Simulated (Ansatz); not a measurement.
Here is the system:

LuBPd$_{3}$:
```yaml
crystal:
  lattice:
    - [4.25361, 0.00000, 0.00000]
    - [0.00000, 4.25361, 0.00000]
    - [0.00000, 0.00000, 4.25361]
  atoms:
    - { symbol: Pd, position: [0.00000, 0.50000, 0.50000] }
    - { symbol: Pd, position: [0.50000, 0.00000, 0.50000] }
    - { symbol: Pd, position: [0.50000, 0.50000, 0.00000] }
    - { symbol: Lu, position: [0.00000, 0.00000, 0.00000] }
    - { symbol: B, position: [0.50000, 0.50000, 0.50000] }
```

This is the r²SCAN-relaxed structure.

Task: All from DFT-r²SCAN in the program Ansatz with PAW potentials, unless another level is named. Predict the electronic character.

Result: metallic (no gap).

Task: Next, the density of states at the Fermi level?

Result: 0.43 states/eV per atom (mean over ±0.08 eV).

Task: Next, the formation energy from the elements (no fitted shifts)?

Result: -0.64 eV/atom.

Task: What about the gap with spin–orbit coupling?

Result: none (metallic).

Space group Pm-3m (cubic perovskite). The workflow started from an entry of the Crystallography Open Database (COD). Whether it is the stable phase at ambient conditions was not checked. Symmetry was held in the r²SCAN relaxation; whether a distortion lowers the energy is not shown. The run is not spin-polarised. The references are the lowest solids computed at this level, not always the standard phases. Scalar-relativistic: spin–orbit coupling is off unless named, which matters more the heavier the elements.

Potentials: the later of the program's two PAW sets.
